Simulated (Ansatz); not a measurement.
Consider the following.

Ag:
```cif
data_Ag
_chemical_formula_sum 'Ag1'
_space_group_name_H-M_alt 'Pm-3m'
_space_group_IT_number 221
_space_group_name_Hall '-P 4 2 3'
_cell_length_a 2.68495
_cell_length_b 2.68495
_cell_length_c 2.68495
_cell_angle_alpha 90.000
_cell_angle_beta 90.000
_cell_angle_gamma 90.000
loop_
_atom_site_label
_atom_site_type_symbol
_atom_site_symmetry_multiplicity
_atom_site_Wyckoff_symbol
_atom_site_fract_x
_atom_site_fract_y
_atom_site_fract_z
_atom_site_occupancy
Ag1 Ag 1 a 0.00000 0.00000 0.00000 1
```

This is the PBEsol-relaxed structure.

Task: All from the program Ansatz at the PBEsol level (PAW), unless another level is named. Predict the bulk modulus (Birch–Murnaghan fit).

Result: 88.3 GPa.

Task: Next, the elastic constants (relaxed ions, GPa)?

Result: C11 = 239, C12 = 13.4, C44 = -15.3.

The cell is a constructed one: a structure type filled with these elements; neither database checked (COD, Materials Project) lists it. It is not the phase usual at ambient conditions (space group No. 225). The PBEsol relaxation kept the symmetry of its start. At this level the phase is mechanically unstable. No spin polarisation was allowed. As this level gives no gap, shear constants depend on the k-mesh and smearing (Fermi–Dirac, 0.1 eV here).

Potentials: the earlier of the program's two PAW sets. The files were generated under PBE; for other functionals the program regenerates the frozen cores, and for LDA and PBEsol the local potential too.
